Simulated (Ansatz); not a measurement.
A geometry of Cu away from equilibrium: step 2 of the relaxation of a generated trial cell of Cu in the AFLOW prototype A_aP4_2_aci. Method: PBEsol (plane waves to 420 eV, PAW, scalar-relativistic; Ansatz, an electronic-structure program). Γ-centred k-mesh 13×11×5 on the run's cell (coarser than for final values), Fermi–Dirac smearing 0.05 eV. The plane waves were selected for a different cell earlier on the path.

```yaml
crystal:
  lattice:
    - [2.48909, -0.02540, -0.00685]
    - [0.21921, 2.78782, -0.05038]
    - [0.08526, 0.35099, 6.56903]
  atoms:
    - { symbol: Cu, position: [0.00000, 0.00000, 0.00000] }
    - { symbol: Cu, position: [0.00000, 0.00000, 0.50000] }
    - { symbol: Cu, position: [0.45373, 0.54672, 0.25417] }
    - { symbol: Cu, position: [0.54627, 0.45328, 0.74583] }
```

### Question
Give the Cartesian forces on all atoms (eV/Å).

### Answer
```
atom     Fx     Fy     Fz
----  -----  -----  -----
Cu1    0.00   0.00   0.00
Cu2    0.00   0.00   0.00
Cu3    0.65  -0.90  -0.08
Cu4   -0.65   0.90   0.08
```

The path ends in Fm-3m (No. 225) (fcc (Cu type)). No spin polarisation in the result.

The run could not lose the symmetry of its start.
